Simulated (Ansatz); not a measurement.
An Ansatz input:

```yaml
crystal:
  lattice:
    - [-1.8521954803, 1.8521954803, 1.8521954803]
    - [1.8521954803, -1.8521954803, 1.8521954803]
    - [1.8521954803, 1.8521954803, -1.8521954803]
  atoms:
    - { symbol: Sn, position: [0.0, 0.0, 0.0] }
hamiltonian:
  xc: lda
  pseudopotentials:
    kind: paw
    azcp:
      Sn: "pseudopotentials/Sn.paw.azcp"
basis:
  ecutwfc: 420
  fft_grid_basis: typed
kpoints:
  mp_grid: { grid: [20, 20, 20], shift: [0, 0, 0] }
magnetization:
  spin_polarized: false
scf:
  occupations: { method: fermi_dirac, width: 0.1 }
```

and its output:

```
Warning: the record states the generating functional pbe (its physics header spells it `PBE`), which answers neither for hamiltonian.xc's functional nor for the lda family's — results may be inconsistent (PPs are generated against a specific XC)
Engine: ansatz 0.2.0, aarch64-unknown-linux-gnu
Pseudopotentials: kind: paw
Pseudopotential: Sn, paw, valence charge 14, recommended cutoff 420 eV (normal) 
Functional definition: SPW92
  exchange = slater_x
  correlation = pw_c
Crystal: 1 atoms, lattice volume = 25.417 Å³
Basis set: ecut = 420 eV, 531 PW (Γ)
Bands: 11, of which v1, the nominal top of the filled ones, is band 7 counted from 1 (6 counted from 0)
Symmetry: 48 space group operations
Space group: Im-3m (ITA 229), of the structure as read, at distance tolerance 2.9e-5 Å
k-points: 256 of 8000
Non-local potential: Sn, projectors of the file, l = 0: 2, l = 1: 2, l = 2: 2, l = 3: 2
PAW form: soft (Blöchl's): semilocal exchange-correlation on the pseudo side does not see the compensation charge
PAW frozen core: Sn, regenerated for the run's functional, and the local potential with it (the file was generated under x = pbe(κ = 0.804, μ = 0.2195149727645171), c = pbe(β = 0.06672455060314922))
PAW one-centre angular grid: Sn, 590 points (default); XC on 64 Gauss nodes
Initial density: superposition of atomic densities (neutral atoms: chi_scale 0, normalization atom), corrected by the library's trained network
Initial wavefunctions: pseudopotential atomic-orbital guess
Functional: x = slater, c = lda
SCF iter   1: F=—  HF=-5879.500189 eV  |F-HF|=—  |Δ(HF+E_count)|=         —  Δρ=6.84e-3  dr2=5.33e-3  ethr=1.77e-3  ⟨swp⟩=5.0  Hψ=16589  notcnv=0
SCF iter   2: F=—  HF=-5879.497653 eV  |F-HF|=—  |Δ(HF+E_count)|=   2.54e-3  Δρ=3.57e-3  dr2=1.53e-3  ethr=3.81e-5  ⟨swp⟩=1.4  Hψ=4982  notcnv=0
SCF iter   3: F=—  HF=-5879.497131 eV  |F-HF|=—  |Δ(HF+E_count)|=   5.22e-4  Δρ=4.99e-4  dr2=8.68e-5  ethr=1.09e-5  ⟨swp⟩=2.0  Hψ=4010  notcnv=0
SCF iter   4: F=—  HF=-5879.497114 eV  |F-HF|=—  |Δ(HF+E_count)|=   1.70e-5  Δρ=3.59e-4  dr2=1.67e-5  ethr=6.20e-7  ⟨swp⟩=2.0  Hψ=4592  notcnv=0
SCF iter   5: F=—  HF=-5879.497095 eV  |F-HF|=—  |Δ(HF+E_count)|=   1.85e-5  Δρ=4.56e-5  dr2=8.05e-7  ethr=1.20e-7  ⟨swp⟩=2.0  Hψ=4590  notcnv=0
SCF iter   6: F=—  HF=-5879.497095 eV  |F-HF|=—  |Δ(HF+E_count)|=   2.62e-8  Δρ=3.66e-5  dr2=3.74e-7  ethr=7.14e-10  ⟨swp⟩=2.0  Hψ=5646  notcnv=0
SCF iter   7: F=-5879.497095 eV  HF=-5879.497095 eV  |F-HF|=8.39e-9  |Δ(HF+E_count)|=   2.14e-7  Δρ=5.24e-6  dr2=6.85e-9  ethr=7.14e-10  ⟨swp⟩=1.0  Hψ=8384  notcnv=0
SCF 1 converged in 7 iterations: F = -5879.497095 eV  dr2 = 6.85e-9
SCF converged after 7 iterations
Free energy (F): -5879.497095 eV
Harris-Foulkes:  -5879.497095 eV  (|F-HF|=8.39e-9)
Internal energy: -5879.478975 eV  (E = F + TS)
E sigma→0 (E₀):  -5879.488035 eV
Entropy (-TS):   -0.018120 eV (-18.120 meV/atom)
Fermi energy:    11.519274 eV
--- Per-component energies (eV) ---
  E_band       = -71.322382
  E_kinetic    = 188.112580
  E_local      = -781.421923  (includes V_loc(G=0)·N_el)
  E_nonlocal   = -28.273273
  E_hartree    = 501.289702
  E_xc         = -379.858193
  E_vxc        = -99.556047  (∫ρ·V_xc dr)
  E_paw        = -3993.408867  (= ΣΔE_a)
  E_vpaw       = -352.759375  (= ΣTr[D̂ρ^β])
  E_aug_tail   = -0.000000  (compensation charges beyond the density's cutoff)
  E_ewald      = -1386.343898
  E_core_change = 0.424898  (= ΣΔE_core)
  E_smearing   = -0.018120  (= −TS)
  E_closure    = 0.000000  (closes the sum)
  Σ components = -5879.497095   (vs F -5879.497095, Δ=0.00e0)
```
